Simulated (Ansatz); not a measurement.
Mg$_{2}$Al$_{2}$Se$_{5}$ in space group P-3m1 (No. 164; Pearson symbol hP9), plane-wave PAW r²SCAN+D4 (Ansatz code). The conduction-band minimum lies at Γ, with 1 equivalent valley. Second derivatives d²E/dk² of the lowest band at one valley (eV·Å²), along Cartesian directions:

```json
[
 {"direction": "[100]", "d²E/dk²": "43.86"},
 {"direction": "[010]", "d²E/dk²": "43.86"},
 {"direction": "[001]", "d²E/dk²": "21.50"},
 {"direction": "[110]", "d²E/dk²": "43.86"},
 {"direction": "[101]", "d²E/dk²": "32.70"},
 {"direction": "[011]", "d²E/dk²": "32.71"}
]
```

Find the principal effective masses, the density-of-states mass and the conductivity mass.

Off-diagonal terms follow from H_xy = H[110] − (H_xx + H_yy)/2, and m*/mₑ = 7.620 eV·Å² over each eigenvalue: 0.17, 0.17, 0.35. One valley's DOS mass (m₁m₂m₃)^(1/3) = 0.22, conductivity mass 3/(Σ 1/mᵢ) = 0.21 mₑ.

What effective density of states Nc follows at 300 K for parabolic valleys?

Nc = 2.509e19 × 1 × (0.22)^(3/2) ≈ 2.6e18 cm⁻³.

The first step of the workflow began from a Materials Project structure, measured or hypothetical; the Crystallography Open Database copy checked does not list it. Whether it is the stable phase at ambient conditions was not checked. The cell was relaxed with r²SCAN+D4 under the symmetry of its start; its stability against distortions is not shown here. Spin–orbit coupling is left out wherever it is not named.

Potentials: the later of the program's two PAW sets.

Edges and masses are those of Kohn–Sham bands, whose gap is no quasiparticle gap.
